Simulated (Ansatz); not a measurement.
Os:
```xyz
1
Lattice="-1.5310 1.5310 1.5310 1.5310 -1.5310 1.5310 1.5310 1.5310 -1.5310" Properties=species:S:1:pos:R:3 pbc="T T T"
Os     0.0000     0.0000     0.0000
```

Relaxed with PBEsol. Special points in fractions of this cell's reciprocal vectors: Γ (0.000, 0.000, 0.000); H (0.500, -0.500, 0.500); N (0.000, 0.000, 0.500); P (0.250, 0.250, 0.250).

Q: List the band energies nearest the Fermi level at these points for PBEsol with spin–orbit coupling in the plane-wave PAW code Ansatz.

A: In eV from the Fermi level; about four levels below and three above (degenerate sets whole), none deeper than 8.9 eV; points with the same levels are listed once.

```
k                                below                above
-  -----------------------------------  -------------------
Γ  -3.70 -3.70 -3.70 -3.70 -2.99 -2.99  0.01 0.01 0.01 0.01
H              -7.50 -7.50 -7.50 -7.50  2.19 2.19 2.19 2.19
N              -0.44 -0.44 -0.26 -0.26  0.61 0.61 3.39 3.39
P              -4.69 -4.69 -4.69 -4.69  0.74 0.74 0.74 0.74
```

Space group Im-3m (bcc (W type)). The start of the workflow was typed in or built on a structure type; neither database checked (COD, Materials Project) lists it. It is not the phase usual at ambient conditions (space group No. 194). The PBEsol relaxation kept the symmetry of its start. At this level the phase is mechanically unstable. No spin polarisation was allowed.

Potentials: the earlier of the program's two PAW sets. The files were generated under PBE; for other functionals the program regenerates the frozen cores, and for LDA and PBEsol the local potential too.
